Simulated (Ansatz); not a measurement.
BaGaHO2:
Space group P4/mmm (No. 123); a = b = 3.980 Å, c = 3.898 Å, α = β = γ = 90.00°

| atom | site | symmetry | x | y | z |
|---|---|---|---|---|---|
| Ba | 1d | 4/mmm | 0.5000 | 0.5000 | 0.5000 |
| Ga | 1a | 4/mmm | 0.0000 | 0.0000 | 0.0000 |
| O | 2f | mmm. | 0.0000 | 0.5000 | 0.0000 |
| H | 1b | 4/mmm | 0.0000 | 0.0000 | 0.5000 |

Relaxed with r²SCAN.

Problem. Which orbitals make up the states near the band edges in r²SCAN (plane waves, PAW; program Ansatz)?

Solution. Top 1 eV of the valence band: O 2p 85 %, H 1s 10 %. Bottom 1 eV of the conduction band: Ga 4s 64 %, O 2s 13 %, O 2p 12 %. Projections are on Löwdin-orthogonalised atomic valence shells; empty p or d shells of many metals are not among them.

Problem. Tabulate the density of states.

Solution. States/eV per cell of 5 atoms, in 0.25 eV bins, energy from the valence-band maximum.

| E (eV) | total | O 2p | Ga 4p | H 1s |
|---|---|---|---|---|
| -7.85 | 0.24 | 0.10 | 0.01 | 0.04 |
| -7.60 | 0.32 | 0.14 | 0.01 | 0.04 |
| -7.35 | 0.42 | 0.19 | 0.01 | 0.05 |
| -7.10 | 0.50 | 0.23 | 0.02 | 0.05 |
| -6.85 | 0.53 | 0.24 | 0.02 | 0.05 |
| -6.60 | 0.55 | 0.26 | 0.03 | 0.05 |
| -6.35 | 0.59 | 0.27 | 0.03 | 0.06 |
| -6.10 | 0.65 | 0.30 | 0.04 | 0.07 |
| -5.85 | 0.77 | 0.35 | 0.04 | 0.09 |
| -5.60 | 0.84 | 0.38 | 0.05 | 0.10 |
| -5.35 | 0.81 | 0.37 | 0.06 | 0.09 |
| -5.10 | 0.95 | 0.39 | 0.12 | 0.14 |
| -4.85 | 0.52 | 0.19 | 0.07 | 0.10 |
| -4.60 | 0.41 | 0.21 | 0.08 | 0.06 |
| -4.35 | 0.69 | 0.38 | 0.16 | 0.09 |
| -4.10 | 1.42 | 0.77 | 0.34 | 0.19 |
| -3.85 | 2.10 | 1.09 | 0.50 | 0.33 |
| -3.60 | 1.86 | 0.91 | 0.42 | 0.34 |
| -3.35 | 1.51 | 0.78 | 0.31 | 0.26 |
| -3.10 | 1.39 | 0.79 | 0.25 | 0.21 |
| -2.85 | 1.83 | 1.20 | 0.23 | 0.20 |
| -2.60 | 1.79 | 1.32 | 0.20 | 0.10 |
| -2.35 | 1.11 | 0.89 | 0.10 | 0.03 |
| -2.10 | 2.72 | 2.22 | 0.14 | 0.11 |
| -1.85 | 4.38 | 3.78 | 0.13 | 0.09 |
| -1.60 | 4.59 | 4.06 | 0.08 | 0.07 |
| -1.35 | 5.26 | 4.60 | 0.07 | 0.12 |
| -1.10 | 4.98 | 3.98 | 0.07 | 0.56 |
| -0.85 | 5.28 | 4.26 | 0.06 | 0.65 |
| -0.60 | 4.56 | 3.84 | 0.04 | 0.47 |
| -0.35 | 1.54 | 1.44 | 0.01 | 0.04 |
| -0.10 | 0.65 | 0.63 | 0.00 | 0.00 |
| 0.15 | 0.00 | 0.00 | 0.00 | 0.00 |
| 0.40 | 0.00 | 0.00 | 0.00 | 0.00 |
| 0.65 | 0.00 | 0.00 | 0.00 | 0.00 |
| 0.90 | 0.00 | 0.00 | 0.00 | 0.00 |
| 1.15 | 0.01 | 0.00 | 0.00 | 0.00 |
| 1.40 | 0.03 | 0.00 | 0.00 | 0.00 |
| 1.65 | 0.05 | 0.01 | 0.00 | 0.00 |
| 1.90 | 0.07 | 0.01 | 0.00 | 0.00 |
| 2.15 | 0.09 | 0.01 | 0.01 | 0.00 |
| 2.40 | 0.12 | 0.02 | 0.01 | 0.00 |
| 2.65 | 0.14 | 0.03 | 0.01 | 0.00 |
| 2.90 | 0.17 | 0.03 | 0.02 | 0.00 |
| 3.15 | 0.21 | 0.04 | 0.03 | 0.01 |
| 3.40 | 0.26 | 0.05 | 0.04 | 0.01 |
| 3.65 | 0.32 | 0.06 | 0.05 | 0.01 |
| 3.90 | 0.39 | 0.07 | 0.07 | 0.01 |
| 4.15 | 0.50 | 0.09 | 0.10 | 0.01 |
| 4.40 | 0.69 | 0.13 | 0.15 | 0.01 |
| 4.65 | 1.12 | 0.17 | 0.27 | 0.02 |
| 4.90 | 1.85 | 0.26 | 0.57 | 0.03 |
| 5.15 | 1.16 | 0.13 | 0.43 | 0.03 |
| 5.40 | 0.60 | 0.09 | 0.15 | 0.01 |
| 5.65 | 1.43 | 0.15 | 0.35 | 0.01 |

The start of the workflow was typed in or built on a structure type; neither database checked (COD, Materials Project) lists it. Whether it is the stable phase at ambient conditions was not checked. The r²SCAN relaxation kept the symmetry of its start; whether a distortion lowers the energy is not shown. Scalar-relativistic: spin–orbit coupling is off unless named, which matters more the heavier the elements.

Potentials: the earlier of the program's two PAW sets.
